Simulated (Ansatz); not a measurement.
## Computed frozen-phonon scan: PbS (rock salt)

Relaxed PbS (rock salt):

```
PbS
1.0
    0.00000     6.00904     6.00904
    3.00452     0.00000     3.00452
    3.00452     3.00452     0.00000
S Pb
2 2
Direct
  0.00000   0.00000   0.00000
  0.50000   0.00000   0.00000
  0.25000   0.50000   0.50000
  0.75000   0.50000   0.50000
```

A phonon eigenvector at L = (0.5, 0.0, 0.0) is frozen into this cell: atom i moves by Q times the vector below, so Q is the largest atomic displacement, in Å. The cell is held. It is one choice among 2 degenerate patterns. (q is in reciprocal vectors of the primitive cell; the cell shown is doubled to hold the pattern.)

```csv
atom,x,y,z
Pb3,0.285,-0.520,0.805
Pb4,-0.285,0.520,-0.805
```

Atoms not listed stay in place.

Calculation: PBE (plane waves to 420 eV, PAW, scalar-relativistic; Ansatz, an electronic-structure program). k mesh 5×10×10 (Γ-centred), Fermi-Dirac smearing 0.05 eV. E stands for the smeared free energy. Stress and pressure are positive under compression. PbS was relaxed with its symmetry unable to fall. Spin-orbit coupling is left out, though Pb is heavy. The PAW data are Ansatz's earlier set. The zero of ΔE is the undisplaced structure.

```csv
Q (Å),ΔE (meV/cell),−dE/dQ from forces (eV/Å),P (GPa)
-0.180,57.8,0.656,0.46
-0.150,39.9,0.540,0.32
-0.120,25.4,0.427,0.20
-0.090,14.2,0.318,0.12
-0.060,6.3,0.210,0.05
-0.030,1.6,0.105,0.01
0.000,0.0,0.000,0.00
0.030,1.6,-0.105,0.01
0.060,6.3,-0.210,0.05
0.090,14.2,-0.318,0.12
0.120,25.4,-0.427,0.21
0.150,39.9,-0.540,0.32
0.180,57.8,-0.656,0.46
```

Derived quantities:

| Quantity | Value |
|---|---|
| Energy at Q = 0.180 Å | 57.8 meV/cell |
| Space group of the distorted cell | P-1 (No. 2), lowered from Fm-3m |
| Symmetry of the curve | even: the same for both signs |
| Shape of the curve | a single well with its minimum at or next to zero displacement |
| Harmonic wavenumber from the curvature (finite differences) | 48 cm⁻¹ |
| Wavenumber by perturbation theory (DFPT, on another k mesh) | 48 cm⁻¹ |

(A displaced cell: forces are minus the slopes of the energy, force constants its curvatures, and phonons follow from these.)
